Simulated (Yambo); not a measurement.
Material: CsO2H3 (space group Amm2, No. 38); a = 4.250 Å, b = 4.592 Å, c = 4.592 Å, α = 57.61°, β = 90.00°, γ = 90.00° (6 atoms in the cell). The geometry is that of Materials Project entry mp-626417, symmetrised and not relaxed again.

With norm-conserving LDA (Quantum ESPRESSO, 84 Ry, scalar-relativistic), the gap between the mesh's edge points (Γ → Γ) is 4.097 eV.

Question: Estimate the G0W0 gap between the same points from Yambo (4×4×4 Γ-centred k mesh, 137 bands and a 8 Ry block in the screening, 137 bands in G with the Bruneval-Gonze terminator, plasmon pole fitted at 27.2 eV).

Answer: The correction is 2.628 eV, giving 6.725 eV, 1.6 times the LDA value.  Convergence of the G0W0 settings was not tested. 

The structure is a Materials Project entry; no match was found in the copy of COD used, and its stability was not checked.
